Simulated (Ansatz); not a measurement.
BiTe (space group P-3m1)

```
CELL_PARAMETERS angstrom
      4.38757     0.00000     0.00000
     -2.19378     3.79974     0.00000
      0.00000     0.00000    23.61264
ATOMIC_POSITIONS crystal
  Bi 0.33333 0.66667 0.29183
  Bi 0.66667 0.33333 0.70817
  Bi 0.00000 0.00000 0.87558
  Bi 0.00000 0.00000 0.12442
  Bi 0.66667 0.33333 0.46486
  Bi 0.33333 0.66667 0.53514
  Te 0.33333 0.66667 0.05277
  Te 0.66667 0.33333 0.94723
  Te 0.00000 0.00000 0.63568
  Te 0.00000 0.00000 0.36432
  Te 0.66667 0.33333 0.20864
  Te 0.33333 0.66667 0.79136
```

The atoms are displaced by Q × the pattern below (from a DFPT mode at Γ, largest move 1; Q in Å), at fixed cell.

```tsv
atom	x	y	z
Bi1	0.000	0.000	0.784
Bi2	0.000	0.000	-0.784
Bi3	0.000	0.000	0.872
Bi4	0.000	0.000	-0.872
Bi5	0.000	0.000	0.037
Bi6	0.000	0.000	-0.037
Te7	0.000	0.000	-1.000
Te8	0.000	0.000	1.000
Te9	0.000	0.000	-0.928
Te10	0.000	0.000	0.928
Te11	0.000	0.000	-0.044
Te12	0.000	0.000	0.044
```

These are LDA (plane waves to 420 eV, PAW, scalar-relativistic; Ansatz, a program for electronic structure) values and carry that method's errors. k mesh 7×7×2 (Γ-centred), Fermi-Dirac smearing 0.05 eV. Energies are smeared free energies. BiTe was relaxed with its symmetry unable to fall. Spin-orbit coupling is left out, though Bi and Te are heavy. ΔE is measured from the undisplaced structure.

```tsv
Q (Å)	ΔE (meV/cell)
-0.180	244.6
-0.120	109.2
-0.060	27.5
0.000	0.0
0.060	27.9
0.120	113.1
0.180	258.7
```

**Question.** Which DFPT wavenumber at Γ belongs to this mode?
(A) 106 cm⁻¹
(B) 63 cm⁻¹
(C) 88 cm⁻¹
(D) 122 cm⁻¹

**Answer.** B, 63 cm⁻¹. The curvature of the scan gives 63 cm⁻¹

(For displaced atoms, the force is minus the slope of the energy, and its curvature is a force constant, which sets phonon frequencies.)
